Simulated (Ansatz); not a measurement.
Consider the following.

MgIn2O4:
```
MgIn2O4
1.0
   -2.38544     2.38544     4.94815
    2.38544    -2.38544     4.94815
    2.38544     2.38544    -4.94815
In Mg O
2 1 4
Cartesian
  0.00000   0.00000   4.94815
  2.38544   0.00000   2.47408
  0.00000   0.00000   0.00000
  3.50492   1.04169   1.09767
 -1.11947   1.34376   6.04582
  1.04169   1.26597  -1.09767
  1.34376   1.11947   3.85049
```

This is the PBEsol-relaxed structure. Cartesian axes are those of the cell as given.

Problem. All from PBEsol (plane waves, PAW; program Ansatz), unless another level is named. Give the bulk modulus (Birch–Murnaghan fit).

Solution. 66.8 GPa.

Problem. Predict the elastic constants (relaxed ions, GPa).

Solution. C11 = 64.9, C12 = 68.6, C13 = 63.0, C33 = 108, C44 = 33.3, C66 = 45.0, C16 = -0.5.

Problem. Give the piezoelectric stress constants (proper, relaxed ions, C/m²).

Solution. e14 = e25 = -0.47, e15 = -0.11, e24 = 0.11, e31 = -0.06, e32 = 0.06, e36 = -0.53.

Space group I-4. The cell is a constructed one: a structure type filled with these elements; neither database checked (COD, Materials Project) lists it. Whether it is the stable phase at ambient conditions was not checked. The PBEsol relaxation kept the symmetry of its start. At this level the phase is mechanically unstable. Signs of piezoelectric constants follow the polarity of the cell as given.

Potentials: the earlier of the program's two PAW sets. The files were generated under PBE; for other functionals the program regenerates the frozen cores, and for LDA and PBEsol the local potential too.
